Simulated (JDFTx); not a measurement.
An input for a modified build of JDFTx (C2H6Zn, charge -1, multiplicity 2, CANDLE, water, 1 M KF; bohr, hartree) and the course of its log:

```
lattice \
  28.3458918694 0.0000000000 0.0000000000 \
  0.0000000000 22.6767134955 0.0000000000 \
  0.0000000000 0.0000000000 22.6767134955
coords-type Cartesian
ion Zn -0.0009108357 -0.0081938880 -0.0033728696 0
ion C -3.8601389130 -0.0011417632 -0.0000786012 0
ion H -4.6229632335 -1.3490076740 1.3482312349 0
ion H -4.6247657948 -0.4909918485 -1.8418011650 0
ion H -4.6156337783 1.8426916366 0.4962820900 0
ion C 3.8583425964 -0.0011359035 -0.0000765824 0
ion H 4.6156779794 0.4995585023 1.8418011650 0
ion H 4.6175203704 1.3457965823 -1.3514340837 0
ion H 4.6247657948 -1.8426916366 -0.4876611477 0
ion-species pseudo/zn_pbe_v1.upf
ion-species pseudo/c_pbe_v1.2.upf
ion-species pseudo/h_pbe_v1.4.upf
core-overlap-check none
elec-cutoff 20 100
elec-ex-corr gga-PBE
symmetries none
elec-n-bands 18
spintype z-spin
elec-initial-magnetization 1 yes
elec-initial-charge +1
electronic-scf nIterations 100 energyDiffThreshold 1e-08
fluid LinearPCM
pcm-variant CANDLE
fluid-solvent H2O
fluid-cation K+ 1
fluid-anion F- 1
fluid-minimize nIterations 400 knormThreshold 1e-11
dump-name s0.$VAR
dump End State Ecomponents EigStats BandEigs Forces ElecDensity IonicPositions FluidDebug
```

```
[one cycle in 5 is shown, and the last three; fluid-solver lines are left out]
SCF: Cycle:  0   Etot: -245.742338742224604   dEtot: -1.882e-03   |Residual|: 1.936e-02   |deigs|: 7.809e-04
SCF: Cycle:  5   Etot: -245.743252754699000   dEtot: -4.941e-05   |Residual|: 2.681e-03   |deigs|: 2.489e-04
SCF: Cycle: 10   Etot: -245.743443827467758   dEtot: -3.475e-05   |Residual|: 1.007e-03   |deigs|: 2.019e-04
SCF: Cycle: 15   Etot: -245.743463469169853   dEtot: -1.399e-06   |Residual|: 1.953e-04   |deigs|: 4.070e-05
SCF: Cycle: 20   Etot: -245.743465418440820   dEtot: -5.573e-07   |Residual|: 1.702e-04   |deigs|: 5.756e-05
SCF: Cycle: 25   Etot: -245.743466114422830   dEtot: -3.950e-08   |Residual|: 2.085e-04   |deigs|: 1.045e-06
SCF: Cycle: 30   Etot: -245.743466470618870   dEtot: +7.681e-09   |Residual|: 2.077e-04   |deigs|: 3.596e-06
SCF: Cycle: 35   Etot: -245.743467026906245   dEtot: +2.020e-08   |Residual|: 2.226e-04   |deigs|: 2.580e-06
SCF: Cycle: 40   Etot: -245.743467896973129   dEtot: +5.818e-07   |Residual|: 3.086e-04   |deigs|: 4.976e-05
SCF: Cycle: 45   Etot: -245.743469420425754   dEtot: -3.288e-07   |Residual|: 3.369e-04   |deigs|: 2.915e-05
SCF: Cycle: 50   Etot: -245.743469227947230   dEtot: +4.036e-07   |Residual|: 4.645e-04   |deigs|: 3.038e-05
SCF: Cycle: 55   Etot: -245.743470945398656   dEtot: +2.347e-07   |Residual|: 4.367e-04   |deigs|: 2.491e-06
SCF: Cycle: 60   Etot: -245.743467255343432   dEtot: +2.445e-06   |Residual|: 3.772e-04   |deigs|: 4.238e-05
SCF: Cycle: 65   Etot: -245.743467357979455   dEtot: -1.023e-07   |Residual|: 2.369e-04   |deigs|: 1.103e-05
SCF: Cycle: 70   Etot: -245.743473496439094   dEtot: -2.690e-06   |Residual|: 5.682e-04   |deigs|: 6.641e-05
SCF: Cycle: 75   Etot: -245.743470070952526   dEtot: -1.299e-07   |Residual|: 3.951e-04   |deigs|: 5.053e-05
SCF: Cycle: 80   Etot: -245.743470228428464   dEtot: -1.938e-07   |Residual|: 3.339e-04   |deigs|: 3.789e-05
SCF: Cycle: 85   Etot: -245.743475899144357   dEtot: -3.583e-06   |Residual|: 3.811e-04   |deigs|: 7.424e-05
SCF: Cycle: 90   Etot: -245.743476205299032   dEtot: +8.495e-07   |Residual|: 5.344e-04   |deigs|: 6.312e-05
SCF: Cycle: 95   Etot: -245.743476252763514   dEtot: +1.967e-07   |Residual|: 5.457e-04   |deigs|: 3.118e-05
SCF: Cycle: 97   Etot: -245.743474324435709   dEtot: +1.237e-06   |Residual|: 5.587e-04   |deigs|: 1.169e-05
SCF: Cycle: 98   Etot: -245.743478215100538   dEtot: -3.891e-06   |Residual|: 5.035e-04   |deigs|: 1.974e-05
SCF: Cycle: 99   Etot: -245.743480932960153   dEtot: -2.718e-06   |Residual|: 6.368e-04   |deigs|: 2.432e-05
SCF: None of the convergence criteria satisfied after 100 iterations.
IonicMinimize: Iter:   0  Etot: -245.743480932960153  |grad|_K:  0.000e+00
IonicMinimize: Converged (|grad|_K<1.000000e-04).
```

This run gave no converged result. The loop ran out of cycles short of its threshold. It has stalled and not diverged: the last ten energies span 7e-06 Ha, so the total is near its end, but levels, forces and the chemical potential aren't shown converged.
